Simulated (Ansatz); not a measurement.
CuAu:
```
CELL_PARAMETERS angstrom
      2.87948     0.00000     0.00000
      0.00000     2.87948     0.00000
      0.00000     0.00000     3.50449
ATOMIC_POSITIONS crystal
  Cu 0.50000 0.50000 0.50000
  Au 0.00000 0.00000 0.00000
```

Relaxed with r²SCAN. Special points in fractions of this cell's reciprocal vectors: Γ (0.000, 0.000, 0.000); X (0.000, 0.500, 0.000); M (0.500, 0.500, 0.000); Z (0.000, 0.000, 0.500); R (0.000, 0.500, 0.500); A (0.500, 0.500, 0.500).

Problem. List the band energies nearest the Fermi level at these points for r²SCAN in the plane-wave PAW code Ansatz.

Solution. In eV from the Fermi level; about four levels below and three above (degenerate sets whole), none deeper than 8.9 eV; points with the same levels are listed once.

```json
[
 {"k": "Γ", "below": "-2.24 -1.83 -1.61 -1.61", "above": "3.37 9.53 9.53"},
 {"k": "X", "below": "-2.62 -2.38 -1.16 -0.64", "above": "10.69 10.84 12.53"},
 {"k": "M", "below": "-1.95 -1.90 -1.44 -1.44", "above": "0.29 0.29 4.60"},
 {"k": "Z", "below": "-2.55 -2.55 -2.32 -2.21", "above": "14.29 14.69 14.69"},
 {"k": "R", "below": "-1.64 -1.61 -0.99 -0.96", "above": "2.65 4.88 15.98"},
 {"k": "A", "below": "-3.29 -2.27 -2.10 -1.89", "above": "5.44 5.69 5.69"}
]
```

Space group P4/mmm (L1₀ or tetragonal B2). Its axis ratio c/a = 1.22 departs by over 6 % from that of the usual cell of this phase: another minimum, or an error of the functional. The cell was relaxed with r²SCAN under the symmetry of its start; whether a distortion lowers the energy is not shown. No spin polarisation was allowed. Spin–orbit coupling is left out wherever it is not named.

Potentials: the earlier of the program's two PAW sets.
